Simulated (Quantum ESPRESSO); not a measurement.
Ga3GeN3C, input and log of a self-consistent run

Computed values, not a measurement. The program is pw.x of Quantum ESPRESSO 7.5 (plane-wave density functional theory). The cell is made up: 8 atoms on a wurtzite lattice, with randomly drawn elements, strain and displacements, not relaxed. PseudoDojo standard norm-conserving files (v0.5 for PBE, v0.4.1 for LDA and PBEsol) set the functional; there is no spin polarisation, spin-orbit coupling or dispersion term, and the masses in the input are unused placeholders.

Input:

```
&control calculation='scf', pseudo_dir='./dojo.nc.sr.pbe.v0_5.standard.upf', outdir='./o', disk_io='medium', tprnfor=.true., tstress=.true. /
&system ibrav=0, nat=8, ntyp=4, nbnd=42, ecutwfc=84.00895049, nosym=.true., tot_charge=0,
 occupations='smearing', smearing='fd', degauss=0.0018374661
/
&electrons conv_thr=7.350e-09, electron_maxstep=60, /
ATOMIC_SPECIES
C 1.0 C.upf
Ga 1.0 Ga.upf
Ge 1.0 Ge.upf
N 1.0 N.upf
CELL_PARAMETERS angstrom
3.1593 0.0 0.0
0.0 5.4721 0.0
0.0 0.0 5.1592
ATOMIC_POSITIONS angstrom
Ga -0.0513 -0.178 0.0098
Ga 1.401 2.8758 0.0587
Ge 1.5826 0.8157 2.5479
Ga -0.0684 3.5265 2.5924
N 0.0081 0.0951 1.8986
C 1.7672 2.7366 1.976
N 1.6439 0.8886 4.3623
N -0.091 3.6222 4.5079
K_POINTS automatic
6 4 4 1 1 1
```

The log is shortened where brackets say so; the opening notice, blank lines, dates and the lines on written files are dropped, and the path of the files is cut. It prints rydbergs, bohrs and kilobars, and counts compression as positive stress. With no partly filled state, the Fermi energy that it prints is only some level between the filled and the empty states on the mesh, and need not lie in the true gap.

```
     Program PWSCF v.7.5
     Parallel version (MPI & OpenMP), running on       1 processor cores
     Number of MPI processes:                 1
     Threads/MPI process:                     1
     [start-up lines left out]
     bravais-lattice index     =            0
     lattice parameter (alat)  =       5.9702  a.u.
     unit-cell volume          =     601.8993 (a.u.)^3
     number of atoms/cell      =            8
     number of atomic types    =            4
     number of electrons       =        72.00
     number of Kohn-Sham states=           42
     kinetic-energy cutoff     =      84.0090  Ry
     charge density cutoff     =     336.0358  Ry
     scf convergence threshold =      7.3E-09
     mixing beta               =       0.7000
     number of iterations used =            8  plain     mixing
     Exchange-correlation= PBE
                           (   1   4   3   4   0   0   0)
     [axes and pseudopotential details left out]
   Cartesian axes
     site n.     atom                  positions (alat units)
         1        Ga     tau(   1) = (  -0.0162378  -0.0563416   0.0031020  )
         2        Ga     tau(   2) = (   0.4434527   0.9102649   0.0185801  )
         3        Ge     tau(   3) = (   0.5009338   0.2581901   0.8064761  )
         4        Ga     tau(   4) = (  -0.0216504   1.1162283   0.8205615  )
         5        N      tau(   5) = (   0.0025639   0.0301016   0.6009559  )
         6        C      tau(   6) = (   0.5593644   0.8662045   0.6254550  )
         7        N      tau(   7) = (   0.5203368   0.2812648   1.3807806  )
         8        N      tau(   8) = (  -0.0288038   1.1465198   1.4268667  )
     number of k points=    48  Fermi-Dirac smearing, width (Ry)=  0.0018
                       cart. coord. in units 2pi/alat
        k(    1) = (   0.0833333   0.0721684   0.0765453), wk =   0.0416667
        k(    2) = (   0.0833333   0.0721684   0.2296359), wk =   0.0416667
     [further k points left out]
     Dense  grid:    62647 G-vectors     FFT dimensions: (  36,  64,  60)
     Estimated max dynamical RAM per process >      85.05 MB
     Initial potential from superposition of free atoms
     starting charge      71.9911, renormalised to      72.0000
     Starting wfcs are   52 randomized atomic wfcs
     total cpu time spent up to now is        9.9 secs
     per-process dynamical memory:    53.4 Mb
     Self-consistent Calculation
     iteration #  1     ecut=    84.01 Ry     beta= 0.70
     Davidson diagonalization with overlap
     ethr =  1.00E-02,  avg # of iterations =  3.0
     total cpu time spent up to now is       38.4 secs
     total energy              =    -710.69142021 Ry
     estimated scf accuracy    <       2.20801453 Ry
     iteration #  2     ecut=    84.01 Ry     beta= 0.70
     Davidson diagonalization with overlap
     ethr =  3.07E-03,  avg # of iterations =  3.0
     total cpu time spent up to now is       65.9 secs
     total energy              =    -711.31387352 Ry
     estimated scf accuracy    <       1.89425151 Ry
     iteration #  3     ecut=    84.01 Ry     beta= 0.70
     Davidson diagonalization with overlap
     ethr =  2.63E-03,  avg # of iterations =  2.0
     total cpu time spent up to now is       88.9 secs
     total energy              =    -711.64913096 Ry
     estimated scf accuracy    <       0.08140308 Ry
     iteration #  4     ecut=    84.01 Ry     beta= 0.70
     Davidson diagonalization with overlap
     ethr =  1.13E-04,  avg # of iterations =  5.0
     total cpu time spent up to now is      118.9 secs
     total energy              =    -711.67263797 Ry
     estimated scf accuracy    <       0.00420791 Ry
     iteration #  5     ecut=    84.01 Ry     beta= 0.70
     Davidson diagonalization with overlap
     c_bands:  1 eigenvalues not converged
     ethr =  5.84E-06,  avg # of iterations =  9.5
     total cpu time spent up to now is      156.4 secs
     total energy              =    -711.67328129 Ry
     estimated scf accuracy    <       0.00264937 Ry
     [iterations 6 to 8 left out]
     iteration #  9     ecut=    84.01 Ry     beta= 0.70
     Davidson diagonalization with overlap
     ethr =  1.84E-08,  avg # of iterations =  4.0
     total cpu time spent up to now is      257.7 secs
     total energy              =    -711.67363041 Ry
     estimated scf accuracy    <       0.00000047 Ry
     iteration # 10     ecut=    84.01 Ry     beta= 0.70
     Davidson diagonalization with overlap
     ethr =  6.56E-10,  avg # of iterations =  3.2
     total cpu time spent up to now is      281.6 secs
     total energy              =    -711.67363047 Ry
     estimated scf accuracy    <       0.00000036 Ry
     iteration # 11     ecut=    84.01 Ry     beta= 0.70
     Davidson diagonalization with overlap
     ethr =  4.98E-10,  avg # of iterations =  2.0
     total cpu time spent up to now is      304.1 secs
     total energy              =    -711.67363050 Ry
     estimated scf accuracy    <       0.00000004 Ry
     iteration # 12     ecut=    84.01 Ry     beta= 0.70
     Davidson diagonalization with overlap
     ethr =  6.14E-11,  avg # of iterations =  3.5
     total cpu time spent up to now is      331.0 secs
     total energy              =    -711.67363051 Ry
     estimated scf accuracy    <          9.1E-09 Ry
     iteration # 13     ecut=    84.01 Ry     beta= 0.70
     Davidson diagonalization with overlap
     ethr =  1.26E-11,  avg # of iterations =  2.0
     total cpu time spent up to now is      351.1 secs
     End of self-consistent calculation
          k = 0.0833 0.0722 0.0765 (  7836 PWs)   bands (ev):
   -12.9059 -12.8258 -12.7780 -12.7148 -12.6863  -5.3021  -4.5926  -3.2312
    -2.5097  -2.4126  -2.3925  -2.3582  -2.3329  -2.0583  -2.0166  -1.9440
    -1.8852  -1.8324  -1.7574  -1.6147  -1.5834  -1.3517  -0.7994   1.3625
     3.6975   4.9433   6.0871   6.9682   7.1178   8.8129   9.1800  10.1962
    10.6158  10.8941  11.5962  12.4449  14.2436  15.2970  16.3572  17.4596
    18.0500  19.1946
     [levels at the other k points left out]
     the Fermi energy is    13.5581 ev
!    total energy              =    -711.67363051 Ry
     estimated scf accuracy    <          1.5E-09 Ry
     smearing contrib. (-TS)   =      -0.00000000 Ry
     internal energy E=F+TS    =    -711.67363051 Ry
     The total energy is F=E-TS. E is the sum of the following terms:
     one-electron contribution =    -222.95746479 Ry
     hartree contribution      =     179.05017684 Ry
     xc contribution           =    -192.68438977 Ry
     ewald contribution        =    -475.08195279 Ry
     convergence has been achieved in  13 iterations
     Forces acting on atoms (cartesian axes, Ry/au):
     atom    1 type  2   force =     0.01736664    0.14588287   -0.04449864
     atom    2 type  2   force =     0.08059969   -0.11198819    0.01343344
     atom    3 type  3   force =     0.01161247    0.13815840   -0.00373155
     atom    4 type  2   force =     0.26489576    0.10692298    0.07365459
     atom    5 type  4   force =     0.00230275   -0.08002144    0.00007188
     atom    6 type  1   force =    -0.30044939   -0.15349175   -0.09854765
     atom    7 type  4   force =    -0.03730395   -0.03105408    0.08614867
     atom    8 type  4   force =    -0.03902397   -0.01440879   -0.02653073
     Total force =     0.539636     Total SCF correction =     0.000062
     Computing stress (Cartesian axis) and pressure
          total   stress  (Ry/bohr**3)                   (kbar)     P=      209.77
   0.00184308   0.00038463   0.00062201          271.13       56.58       91.50
   0.00038463   0.00103637   0.00044926           56.58      152.46       66.09
   0.00062201   0.00044926   0.00139842           91.50       66.09      205.72
     init_run     :      9.19s CPU      9.80s WALL (       1 calls)
     electrons    :    319.96s CPU    341.18s WALL (       1 calls)
     forces       :      3.25s CPU      3.30s WALL (       1 calls)
     stress       :     12.29s CPU     12.39s WALL (       1 calls)
     [timing details left out]
     PWSCF        :   5m44.91s CPU   6m 7.55s WALL
     JOB DONE.
```

In other units: free energy -9682.813 eV for the cell, pressure 20.98 GPa, largest force component 7.725 eV/Å. A rerun of this cell at 1437 eV and a 8 x 6 x 6 mesh moved values by no more than 0.002 eV in energy, 0.04 GPa in stress and 0.004 eV/Å in force.